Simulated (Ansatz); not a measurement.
LiH:
```
LiH
1.0
    0.00000     2.00340     2.00340
    2.00340     0.00000     2.00340
    2.00340     2.00340     0.00000
Li H
1 1
Direct
  0.00000   0.00000   0.00000
  0.50000   0.50000   0.50000
```

Relaxed with PBE.

Task: Give the Bader charges and basin volumes of the independent atoms, PBE in the plane-wave PAW code Ansatz.

Result: 

| atom | Bader charge (e) | Bader volume (Å³) |
|---|---|---|
| Li1 | +0.85 | 3.5 |
| H2 | -0.85 | 12.6 |

Space group Fm-3m (rock salt). The PBE relaxation kept the symmetry of its start.

Potentials: the later of the program's two PAW sets.
